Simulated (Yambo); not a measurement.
```
CELL_PARAMETERS angstrom
      0.00000     3.20033     3.20033
      3.20033     0.00000     3.20033
      3.20033     3.20033     0.00000
ATOMIC_POSITIONS crystal
  Na 0.00000 0.00000 0.00000
  I  0.50000 0.50000 0.50000
```

NaI (rock salt, space group Fm-3m, No. 225) under isotropic strain (on all lattice vectors), counted from the cell relaxed with PBEsol, atoms relaxed at each step. PBEsol (Quantum ESPRESSO, PseudoDojo norm-conserving, 88 Ry, no spin-orbit coupling); G0W0 in Yambo (4×4×4 Γ-centred k mesh, bands 2 to 146 and a 10 Ry block in the screening, 146 bands in G with the Bruneval-Gonze terminator, plasmon pole fitted at 27.2 eV).

Unstrained, the direct gap at Γ is 3.59 eV in PBEsol and 5.70 eV in G0W0.

Question: How fast does it move with strain?

Answer: Between -0.7 % and +1 % the direct gap at Γ has a volume deformation potential dE/dlnV of -2.3 eV in G0W0 and -2.6 eV in PBEsol. (G0W0: 5.750 eV at -0.7 %, 5.635 eV at +1 %; Δ ln V = 3 ln(1.01/0.993) = 0.0509.) Convergence of the GW settings isn't established. Spin-orbit coupling is left out, which matters for elements this heavy: edges can move by tenths of an eV.
